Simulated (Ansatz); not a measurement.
The end of the path is a generated cell of CsBS2: the first start was made by placing the elements on the sites of a structure type, and the end was not matched to a known phase here, so it may be hypothetical.

A geometry of CsBS$_{2}$ away from equilibrium: step 2 of the relaxation of a generated trial cell of CsBS2 in the AFLOW prototype ABC2_hP8_194_d_a_f (as in AlCr2C). These are PBE (plane waves to 420 eV, PAW, scalar-relativistic; Ansatz, a quantum-chemistry and plane-wave program) values and carry that method's errors. Γ-centred k-mesh 7×7×2 on the run's cell (coarser than for final values), Fermi–Dirac smearing 0.05 eV. The plane waves were selected for a different cell earlier on the path.

```
CELL_PARAMETERS angstrom
      3.91671     0.00000     0.00000
     -1.95835     3.39197     0.00000
      0.00000     0.00000    17.11551
ATOMIC_POSITIONS crystal
  Cs 0.33333 0.66667 0.75000
  Cs 0.66667 0.33333 0.25000
  S  0.33333 0.66667 0.07719
  S  0.66667 0.33333 0.57719
  S  0.66667 0.33333 0.92281
  S  0.33333 0.66667 0.42281
  B  0.00000 0.00000 0.00000
  B  0.00000 0.00000 0.50000
```

Question: Give the Cartesian forces on all atoms (eV/Å).

Answer: 
```csv
atom,Fx,Fy,Fz
Cs1,0.00,0.00,0.00
Cs2,0.00,0.00,0.00
S3,0.00,0.00,-1.08
S4,0.00,0.00,-1.08
S5,0.00,0.00,1.08
S6,0.00,0.00,1.08
B7,0.00,0.00,0.00
B8,0.00,0.00,0.00
```

The path ends in P6₃/mmc (No. 194) (AFLOW prototype ABC2_hP8_194_d_a_f (as in AlCr2C)). No spin polarisation in the result.

The run could not lower the symmetry of its start; a shaken copy of this end point relaxes with PBE to I-4m2 (No. 119), 631 meV/atom lower.
